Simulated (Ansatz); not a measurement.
TiAl:
```
CELL_PARAMETERS angstrom
      2.79467     0.00000     0.00000
      0.00000     2.79467     0.00000
      0.00000     0.00000     4.03912
ATOMIC_POSITIONS crystal
  Al 0.50000 0.50000 0.50000
  Ti 0.00000 0.00000 0.00000
```

Relaxed with PBEsol. Special points in fractions of this cell's reciprocal vectors: Γ (0.000, 0.000, 0.000); X (0.000, 0.500, 0.000); M (0.500, 0.500, 0.000); Z (0.000, 0.000, 0.500); R (0.000, 0.500, 0.500); A (0.500, 0.500, 0.500).

Problem. List the band energies nearest the Fermi level at these points for PBEsol in the plane-wave PAW code Ansatz.

Solution. In eV from the Fermi level; about four levels below and three above (degenerate sets whole), none deeper than 8.9 eV; points with the same levels are listed once.

```
k                    below           above
-  -----------------------  --------------
Γ        -1.94 -0.88 -0.35  2.24 2.24 3.42
X  -4.60 -4.54 -1.77 -0.27  1.78 2.62 4.53
M  -0.42 -0.42 -0.24 -0.24  4.41 5.22 6.12
Z        -7.64 -5.33 -0.70  0.63 1.88 1.88
R  -4.98 -2.97 -1.21 -1.11  1.40 1.83 2.39
A        -2.62 -2.31 -2.31  1.95 2.20 2.70
```

Space group P4/mmm (L1₀ or tetragonal B2). The PBEsol relaxation kept the symmetry of its start. No spin polarisation was allowed.

Potentials: the later of the program's two PAW sets.
